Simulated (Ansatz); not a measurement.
## Mechanical response of TiN (Fm-3m)

```
Ti N
1.0
     0.00000    2.11659    2.11659
     2.11659    0.00000    2.11659
     2.11659    2.11659    0.00000
Ti N
1 1
Direct
  0.00000 0.00000 0.00000
  0.50000 0.50000 0.50000
```

Conventional cell: a = 4.233 Å, b = 4.233 Å, c = 4.233 Å, α = 90.00°, β = 90.00°, γ = 90.00°. Around Ti (atom 1) lie 6 N at 2.12 Å. Around N (atom 2) lie 6 Ti at 2.12 Å.

Unless marked otherwise, the numbers come from r²SCAN, PAW on Ansatz 0.2.0's default frozen-core files (fitted under PBE), scalar-relativistic. k mesh 18×18×18, Fermi-Dirac smearing of 0.100 eV, cutoff 500 eV. The cell was relaxed by PAW under this functional.

The cell is cubic and carries a residual pressure of 0.00 GPa at this level. Each strain component that symmetry leaves independent is applied at ±0.005, the ions relax wherever a strain frees them, and the stress (tension positive, GPa) is read. Shears are engineering strains, γ = 2ε.

```csv
strain,size,σxx,σyy,σzz,σyz,σxz,σxy
xx,-0.005,-3.1617,-0.6826,-0.6826,0.0000,0.0000,0.0000
xx,+0.005,2.9783,0.6720,0.6720,0.0000,0.0000,0.0000
yz,-0.005,0.0032,-0.0025,-0.0025,-0.8895,0.0000,0.0000
yz,+0.005,0.0033,-0.0025,-0.0025,0.8895,0.0000,0.0000
```

A central difference gives one constant, for example C11 ≈ (2.9783 − (-3.1617))/(0.01) = 614.0 GPa; the program then imposes the crystal's symmetry on the whole matrix.

Q: What are the independent elastic constants?

A: C11 = 614.0, C12 = 135.5, C44 = 177.9 GPa.

Q: Do they meet the Born conditions?

A: C11 − C12 = 478.5, C11 + 2C12 = 884.9 and C44 = 177.9 GPa must all be positive, so the crystal is elastically stable; that says nothing yet of its phonons.

Q: What moduli does a random aggregate of grains have?

A: B = (C11 + 2C12)/3 = 295.0 GPa. G_V = (C11 − C12 + 3C44)/5 = 202.5 and G_R = 5(C11 − C12)C44/(4C44 + 3(C11 − C12)) = 198.2, so G_H = 200.3 GPa. Then E = 9BG/(3B + G) = 490.1 GPa, ν = (3B − 2G)/(6B + 2G) = 0.223 and B/G = 1.47, on the brittle side of Pugh's 1.75 (a rule of thumb).

Q: With the density of 5.418 g/cm³, how fast does sound travel, and what Debye temperature follows?

A: 

```
direction  slow (m/s)  middle (m/s)  fast (m/s)
    [100]        5730          5730       10646
    [110]        5730          6646       10100
    [111]        6355          6355        9911
```

The mean of v⁻³ over directions and branches gives v_m = 6717 m/s and θ_D = (ħ/k_B) v_m (6π²n)^(1/3) = 945 K, n being atoms per volume. Young's modulus spans 444 to 565 GPa over directions, and the universal anisotropy index is 0.11.

Known limits: frozen-core PAW files fitted under PBE, their cores solved anew for the functional of the run; responses of metals move with mesh and smearing.
